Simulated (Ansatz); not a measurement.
Y3Si5:
```cif
data_Si5Y3
_chemical_formula_sum 'Y3 Si5'
_space_group_name_H-M_alt 'P-62m'
_space_group_IT_number 189
_space_group_name_Hall 'P -6 -2'
_cell_length_a 6.64055
_cell_length_b 6.64055
_cell_length_c 4.16466
_cell_angle_alpha 90.000
_cell_angle_beta 90.000
_cell_angle_gamma 120.000
loop_
_atom_site_label
_atom_site_type_symbol
_atom_site_symmetry_multiplicity
_atom_site_Wyckoff_symbol
_atom_site_fract_x
_atom_site_fract_y
_atom_site_fract_z
_atom_site_occupancy
Y1 Y 3 f 0.00000 0.64935 0.00000 1
Si1 Si 2 d 0.33333 0.66667 0.50000 1
Si2 Si 3 g 0.71683 0.71683 0.50000 1
```

Relaxed at zero pressure with the program Ansatz at the r²SCAN level (PAW).

Q: The volume is lowered by 9 % and shape and atoms relax at that volume. What pressure results, and how do the axes share the change?

A: 8.6 GPa; a -4.0 %, b -4.0 %, c -1.2 %; the energy rises by 44 meV/atom.

Q: Give the new structure.

A: 
Space group P-62m (No. 189); a = 6.374 Å, b = 6.374 Å, c = 4.113 Å, α = 90.00°, β = 90.00°, γ = 120.00°

```json
[
 {"atom": "Y", "site": "3f", "symmetry": "m2m", "x": "0.0000", "y": "0.6437", "z": "0.0000"},
 {"atom": "Si", "site": "2d", "symmetry": "-6..", "x": "0.3333", "y": "0.6667", "z": "0.5000"},
 {"atom": "Si", "site": "3g", "symmetry": "m2m", "x": "0.7388", "y": "0.7388", "z": "0.5000"}
]
```

The phase is kept; no other phase was compared at this pressure.

The start of the workflow was typed in or built on a structure type; neither database checked (COD, Materials Project) lists it. Whether it is the stable phase at ambient conditions was not checked. The cell was relaxed with r²SCAN under the symmetry of its start; whether a distortion lowers the energy is not shown. No spin polarisation was allowed.

Potentials: the earlier of the program's two PAW sets.
